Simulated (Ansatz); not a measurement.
Cell and atoms are relaxed with the symmetry kept. Start:

```yaml
crystal:
  lattice:
    - [-1.93156, 1.93156, 3.86755]
    - [1.93156, -1.93156, 3.86755]
    - [1.93156, 1.93156, -3.86755]
  atoms:
    - { symbol: Rh, position: [0.75000, 0.25000, 0.50000] }
    - { symbol: Rh, position: [0.25000, 0.75000, 0.50000] }
    - { symbol: Rh, position: [0.50000, 0.50000, 0.00000] }
    - { symbol: Pt, position: [0.00000, 0.00000, 0.00000] }
```

Level of theory: Ansatz 0.2.0, DFT PBEsol, scalar-relativistic, plane waves, PAW.

Plane waves to 420 eV, a k mesh through Γ of 16×16×16 on the computed 4-atom cell and Gaussian smearing (0.10 eV); no spin polarisation.

Problem. What does it relax to?

Solution. The volume decreases by 0.56 Å³/atom to 13.87 Å³/atom, and the energy falls by 19.0 meV/atom. Final structure:
```
Rh Pt
1.0
    -1.90637    1.90637    3.81686
     1.90637   -1.90637    3.81686
     1.90637    1.90637   -3.81686
Rh Pt
3 1
Direct
  0.75000 0.25000 0.50000
  0.25000 0.75000 0.50000
  0.50000 0.50000 0.00000
  0.00000 0.00000 0.00000
```

Course of the relaxation (steps run on the plane waves of an earlier cell, and the basis is chosen afresh near the end, so energy and pressure can step there; trial steps that raised the energy were taken back; energies are free energies):

```
step E − E_final (meV/atom) P (GPa) V (Å³/atom)
   1                    19.0   -10.48        14.43
   2                    36.7    17.75        13.16
   3                     0.0    -1.24        13.93
   4                    -0.3    -0.02        13.87
   5                     0.0    -0.01        13.87
```

Spin–orbit coupling is left out, which can shift energies with elements as heavy as these.